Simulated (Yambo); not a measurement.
**How GW settings move the gap: RbCaH3**

G0W0@PBEsol for RbCaH3 (cubic perovskite, space group Pm-3m, No. 221) in Yambo. Reference settings: 2×2×2 Γ-centred k mesh, 252 bands and a 7 Ry block in the screening, 252 bands in G with the Bruneval-Gonze terminator, plasmon pole fitted at 27.2 eV. The PBEsol gap M → M on this mesh is 3.07 eV; G0W0 gaps are taken between the same points.

```
change from the reference       G0W0 gap M → M (eV)  shift of the valence edge (eV)        rough Yambo cost
------------------------------  -------------------  ------------------------------  ----------------------
reference settings                             5.51                           -1.53                       1
90 bands in W, 90 bands in G                   5.46                           -1.24  within a factor of two
160 bands in W, 160 bands in G                 5.49                           -1.44  within a factor of two
90 bands in G                                  5.49                           -1.45                       –
160 bands in G                                 5.50                           -1.51                       –
114 bands in W                                 5.48                           -1.37  within a factor of two
6 Ry block                                     5.50                           -1.52  within a factor of two
1 Ry block                                     5.22                           -1.14  within a factor of two
3 Ry block                                     5.35                           -1.39  within a factor of two
pole fitted at 40 eV                           5.53                           -1.58                       –
no random integration                          5.42                           -1.29                       –
90 bands in G, no terminator                   5.49                           -1.13                       –
160 bands in G, no terminator                  5.53                           -1.37                       –
no terminator                                  5.54                           -1.47                       –
```

The reference isn't shown to be the converged limit. Costs are rough (shared machines), scaled to the same edge states, and given only for runs that recompute the screening. In the run with 252 bands and a 7 Ry block, which covers more k points, the smallest G0W0 gap is 5.43 eV, X → M.

The cell is held in this high symmetry; tilts and polar distortions were not searched.

Geometry of the Materials Project entry, not relaxed at this level; primitive cell a = b = c = 4.521 Å, α = β = γ = 90.00°.

A shift is the quasiparticle energy of the state minus its PBEsol energy.
